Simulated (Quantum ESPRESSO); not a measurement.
Zr2WO6F2, input and log of a self-consistent run

A calculation, not a measurement. The program is pw.x of Quantum ESPRESSO 7.5 (plane-wave density functional theory). The cell is made up: 11 atoms on a rutile lattice with one site empty, with randomly drawn elements, strain and displacements, not relaxed. PseudoDojo standard norm-conserving files (v0.5 for PBE, v0.4.1 for LDA and PBEsol) set the functional; there is no spin polarisation, spin-orbit coupling or dispersion term, and the masses in the input are unused placeholders.

Input:

```
&control calculation='scf', pseudo_dir='./dojo.nc.sr.pbe.v0_5.standard.upf', outdir='./o', disk_io='low', tprnfor=.true., tstress=.true. /
&system ibrav=0, nat=11, ntyp=4, nbnd=50, ecutwfc=84.00895049, nosym=.true., tot_charge=0,
 occupations='smearing', smearing='fd', degauss=0.0018374661
/
&electrons conv_thr=7.350e-09, electron_maxstep=60, /
ATOMIC_SPECIES
F 1.0 F.upf
O 1.0 O.upf
W 1.0 W.upf
Zr 1.0 Zr.upf
CELL_PARAMETERS angstrom
4.9549 0.0359 -0.0024
0.0359 4.795 0.0278
-0.0032 0.0368 6.4135
ATOMIC_POSITIONS angstrom
Zr -0.0118 0.0713 0.0004
W 2.5357 2.411 1.598
Zr 0.0114 -0.0039 3.2126
O 1.5562 1.4727 -0.0535
F 3.4226 3.306 0.0473
F 3.962 0.9606 1.6159
O 1.021 3.8193 1.5639
O 1.5291 1.5084 3.2235
O 3.4878 3.38 3.2436
O 3.9478 0.952 4.8071
O 1.0027 3.8614 4.7499
K_POINTS automatic
5 5 4 1 1 1
```

The log is shortened where brackets say so; the opening notice, blank lines, dates and the lines on written files are dropped, and the path of the files is cut. It prints rydbergs, bohrs and kilobars, and counts compression as positive stress. With no partly filled state, the Fermi energy that it prints is only some level between the filled and the empty states on the mesh, and need not lie in the true gap.

```
     Program PWSCF v.7.5
     Parallel version (MPI & OpenMP), running on       4 processor cores
     Number of MPI processes:                 4
     Threads/MPI process:                     1
     [start-up lines left out]
     bravais-lattice index     =            0
     lattice parameter (alat)  =       9.3637  a.u.
     unit-cell volume          =    1028.1988 (a.u.)^3
     number of atoms/cell      =           11
     number of atomic types    =            4
     number of electrons       =        88.00
     number of Kohn-Sham states=           50
     kinetic-energy cutoff     =      84.0090  Ry
     charge density cutoff     =     336.0358  Ry
     scf convergence threshold =      7.3E-09
     mixing beta               =       0.7000
     number of iterations used =            8  plain     mixing
     Exchange-correlation= PBE
                           (   1   4   3   4   0   0   0)
     [axes and pseudopotential details left out]
   Cartesian axes
     site n.     atom                  positions (alat units)
         1        Zr     tau(   1) = (  -0.0023814   0.0143894   0.0000807  )
         2        W      tau(   2) = (   0.5117425   0.4865762   0.3225005  )
         3        Zr     tau(   3) = (   0.0023007  -0.0007871   0.6483512  )
         4        O      tau(   4) = (   0.3140647   0.2972131  -0.0107971  )
         5        F      tau(   5) = (   0.6907324   0.6672007   0.0095459  )
         6        F      tau(   6) = (   0.7995914   0.1938636   0.3261130  )
         7        O      tau(   7) = (   0.2060532   0.7707924   0.3156186  )
         8        O      tau(   8) = (   0.3085955   0.3044179   0.6505510  )
         9        O      tau(   9) = (   0.7038907   0.6821350   0.6546075  )
        10        O      tau(  10) = (   0.7967256   0.1921280   0.9701454  )
        11        O      tau(  11) = (   0.2023600   0.7792888   0.9586015  )
     number of k points=    50  Fermi-Dirac smearing, width (Ry)=  0.0018
                       cart. coord. in units 2pi/alat
        k(    1) = (   0.0993099   0.1020371   0.0960383), wk =   0.0400000
        k(    2) = (   0.0994115   0.1009165   0.2891932), wk =   0.0400000
     [further k points left out]
     Dense  grid:   106991 G-vectors     FFT dimensions: (  60,  54,  72)
     Estimated max dynamical RAM per process >     303.70 MB
     Estimated total dynamical RAM >       1.11 GB
     Initial potential from superposition of free atoms
     starting charge      87.9947, renormalised to      88.0000
     Starting wfcs are   62 randomized atomic wfcs
     total cpu time spent up to now is        4.3 secs
     per-process dynamical memory:   229.0 Mb
     Self-consistent Calculation
     iteration #  1     ecut=    84.01 Ry     beta= 0.70
     Davidson diagonalization with overlap
     ethr =  1.00E-02,  avg # of iterations =  2.0
     total cpu time spent up to now is       11.0 secs
     total energy              =    -647.81095017 Ry
     estimated scf accuracy    <       6.61396303 Ry
     iteration #  2     ecut=    84.01 Ry     beta= 0.70
     Davidson diagonalization with overlap
     ethr =  7.52E-03,  avg # of iterations =  6.0
     total cpu time spent up to now is       23.0 secs
     total energy              =    -642.83495768 Ry
     estimated scf accuracy    <      82.94903504 Ry
     iteration #  3     ecut=    84.01 Ry     beta= 0.70
     Davidson diagonalization with overlap
     ethr =  7.52E-03,  avg # of iterations =  6.0
     total cpu time spent up to now is       35.3 secs
     total energy              =    -651.40323905 Ry
     estimated scf accuracy    <       3.17508652 Ry
     iteration #  4     ecut=    84.01 Ry     beta= 0.70
     Davidson diagonalization with overlap
     ethr =  3.61E-03,  avg # of iterations =  2.3
     total cpu time spent up to now is       42.6 secs
     total energy              =    -651.79463104 Ry
     estimated scf accuracy    <       0.64755323 Ry
     iteration #  5     ecut=    84.01 Ry     beta= 0.70
     Davidson diagonalization with overlap
     ethr =  7.36E-04,  avg # of iterations =  2.2
     total cpu time spent up to now is       49.6 secs
     total energy              =    -651.78188324 Ry
     estimated scf accuracy    <       0.36602969 Ry
     [iterations 6 to 13 left out]
     iteration # 14     ecut=    84.01 Ry     beta= 0.70
     Davidson diagonalization with overlap
     ethr =  4.27E-08,  avg # of iterations =  2.0
     total cpu time spent up to now is      122.5 secs
     total energy              =    -651.79133118 Ry
     estimated scf accuracy    <       0.00000346 Ry
     iteration # 15     ecut=    84.01 Ry     beta= 0.70
     Davidson diagonalization with overlap
     ethr =  3.93E-09,  avg # of iterations =  4.6
     total cpu time spent up to now is      130.5 secs
     total energy              =    -651.79133202 Ry
     estimated scf accuracy    <       0.00000082 Ry
     iteration # 16     ecut=    84.01 Ry     beta= 0.70
     Davidson diagonalization with overlap
     ethr =  9.27E-10,  avg # of iterations =  3.2
     total cpu time spent up to now is      138.0 secs
     total energy              =    -651.79133218 Ry
     estimated scf accuracy    <       0.00000032 Ry
     iteration # 17     ecut=    84.01 Ry     beta= 0.70
     Davidson diagonalization with overlap
     ethr =  3.68E-10,  avg # of iterations =  2.1
     total cpu time spent up to now is      145.3 secs
     total energy              =    -651.79133223 Ry
     estimated scf accuracy    <       0.00000006 Ry
     iteration # 18     ecut=    84.01 Ry     beta= 0.70
     Davidson diagonalization with overlap
     ethr =  6.55E-11,  avg # of iterations =  4.1
     total cpu time spent up to now is      153.8 secs
     End of self-consistent calculation
          k = 0.0993 0.1020 0.0960 ( 13364 PWs)   bands (ev):
   -69.2705 -41.5345 -40.8204 -33.4700 -33.3214 -33.0697 -21.1618 -19.8034
   -19.7190 -19.2819 -18.9890 -18.9037 -18.1347 -16.9566 -10.8266  -9.7464
    -9.3743  -9.0384  -8.0895  -7.9640  -2.5308  -1.5253  -1.0613  -0.0207
     1.1458   1.4305   2.1411   2.6685   2.7469   3.2185   3.5560   4.1646
     4.5019   4.6711   4.8935   5.2411   5.3394   5.4918   5.8040   5.9357
     6.1776   6.3377   6.6813   6.9464   7.9567   8.1724   8.2335   9.9249
    10.7022  11.0575
     [levels at the other k points left out]
     the Fermi energy is     7.3696 ev
!    total energy              =    -651.79133224 Ry
     estimated scf accuracy    <          4.2E-09 Ry
     smearing contrib. (-TS)   =      -0.00000000 Ry
     internal energy E=F+TS    =    -651.79133224 Ry
     The total energy is F=E-TS. E is the sum of the following terms:
     one-electron contribution =    -240.25587618 Ry
     hartree contribution      =     160.28118943 Ry
     xc contribution           =    -144.53260619 Ry
     ewald contribution        =    -427.28403930 Ry
     convergence has been achieved in  18 iterations
     Forces acting on atoms (cartesian axes, Ry/au):
     atom    1 type  4   force =     0.10184241   -0.00429436   -0.32285520
     atom    2 type  3   force =    -0.27677645    0.05069427    0.19361671
     atom    3 type  4   force =     0.06542827   -0.05620118    0.29131189
     atom    4 type  2   force =     0.03766410    0.02632238    0.17346184
     atom    5 type  1   force =     0.01349643    0.00040702    0.04565213
     atom    6 type  1   force =    -0.04556535    0.04676201   -0.01805904
     atom    7 type  2   force =     0.08116352   -0.06870344   -0.00469824
     atom    8 type  2   force =     0.07797658    0.05170319   -0.20710510
     atom    9 type  2   force =    -0.04965771   -0.06587868   -0.20424549
     atom   10 type  2   force =     0.06400846   -0.04604280    0.02618069
     atom   11 type  2   force =    -0.06958025    0.06523158    0.02673981
     Total force =     0.700613     Total SCF correction =     0.000190
     Computing stress (Cartesian axis) and pressure
          total   stress  (Ry/bohr**3)                   (kbar)     P=     -110.49
  -0.00055588  -0.00032582  -0.00015006          -81.77      -47.93      -22.08
  -0.00032582  -0.00023031  -0.00027127          -47.93      -33.88      -39.91
  -0.00015006  -0.00027127  -0.00146709          -22.08      -39.91     -215.82
     init_run     :      4.10s CPU      4.25s WALL (       1 calls)
     electrons    :    149.18s CPU    149.53s WALL (       1 calls)
     forces       :      1.67s CPU      1.68s WALL (       1 calls)
     stress       :      6.01s CPU      6.13s WALL (       1 calls)
     [timing details left out]
     PWSCF        :   2m41.10s CPU   2m41.77s WALL
     JOB DONE.
```

In other units: free energy -8868.073 eV for the cell, pressure -11.05 GPa, largest force component 8.301 eV/Å. A rerun of this cell at 1467 eV and a 7 x 7 x 6 mesh moved values by no more than 0.005 eV in energy, 0.02 GPa in stress and 0.003 eV/Å in force.